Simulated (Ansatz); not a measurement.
A generated cell, not matched to a known phase here, of Cs$_{2}$P$_{3}$: C2/m (No. 12), mS20; a = 15.637 Å, b = 5.296 Å, c = 9.359 Å, α = γ = 90.00°, β = 95.43°; P 4i (0.468, 0.000, 0.391); P 4i (0.176, 0.500, 0.220); P 4i (0.044, 0.500, 0.212); Cs 4i (0.377, 0.500, 0.068); Cs 4i (0.147, 0.000, 0.461). All values below come from r2SCAN (plane waves to 500 eV, PAW, scalar-relativistic; Ansatz, a quantum-chemistry and plane-wave program). Element references, the lowest calculated here: P (Cmce), Cs (Im-3m).

### Question
What is the computed formation energy of this C2/m form of Cs2P3 from the elements (r2SCAN)?

### Answer
-0.48 eV/atom.

A lower structure of this composition may exist.

Static energies, no anion corrections, no zero-point energy. Values are rounded to 0.01 eV/atom. Not shown to be the ambient phase of their composition (a lower form may be missing, and a cell relaxed within its start's symmetry can be a saddle point): Cs2P3 (C2/m). The compounds carry no spin polarisation.
